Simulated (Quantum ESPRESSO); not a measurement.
pw.x input (Quantum ESPRESSO 7.5; PBE, PseudoDojo standard norm-conserving files, scalar-relativistic):

```
&CONTROL
  calculation = 'scf'
  pseudo_dir = './pseudo'
  outdir = './out'
  tprnfor = .true.
  tstress = .true.
/
&SYSTEM
  ibrav = 0
  nat = 2
  ntyp = 2
  ecutwfc = 82.3
  ecutrho = 329.2
  occupations = 'smearing'
  smearing = 'fd'
  degauss = 0.002
  nbnd = 17
/
&ELECTRONS
  conv_thr = 2e-10
/
ATOMIC_SPECIES
Te 127.6000 Te.upf
Ba 137.3270 Ba.upf
CELL_PARAMETERS angstrom
  0.000000000000   3.469436955000   3.469436955000
  3.469436955000   0.000000000000   3.469436955000
  3.469436955000   3.469436955000   0.000000000000
ATOMIC_POSITIONS crystal
Te   0.500000000000   0.500000000000   0.500000000000
Ba   0.000000000000   0.000000000000   0.000000000000
K_POINTS automatic
6 6 6 0 0 0
```

End of the output:

```
     total energy              =    -265.83421703 Ry
     estimated scf accuracy    <       0.00000013 Ry
     total energy              =    -265.83421724 Ry
     estimated scf accuracy    <       0.00000001 Ry
     total energy              =    -265.83421724 Ry
     estimated scf accuracy    <          4.6E-10 Ry
[...]
     the Fermi energy is     7.7226 ev
!    total energy              =    -265.83421724 Ry
     estimated scf accuracy    <          3.1E-11 Ry
     smearing contrib. (-TS)   =      -0.00000000 Ry
     internal energy E=F+TS    =    -265.83421724 Ry
     The total energy is F=E-TS. E is the sum of the following terms:
     one-electron contribution =    -121.64959954 Ry
     hartree contribution      =      69.26728611 Ry
     xc contribution           =     -62.38119649 Ry
     ewald contribution        =    -151.07070732 Ry
     convergence has been achieved in   8 iterations
     Forces acting on atoms (cartesian axes, Ry/au):
     atom    1 type  1   force =     0.00000000    0.00000000    0.00000000
     atom    2 type  2   force =    -0.00000000   -0.00000000   -0.00000000
     Total force =     0.000000     Total SCF correction =     0.000000
     Computing stress (Cartesian axis) and pressure
          total   stress  (Ry/bohr**3)                   (kbar)     P=       16.86
   0.00011465   0.00000000  -0.00000000           16.86        0.00       -0.00
   0.00000000   0.00011465   0.00000000            0.00       16.86        0.00
  -0.00000000   0.00000000   0.00011465           -0.00        0.00       16.86
```
In a gapped system the printed Fermi energy is only some level inside the gap.

Spin-orbit coupling is not included.

Geometry relaxed with PBEsol.
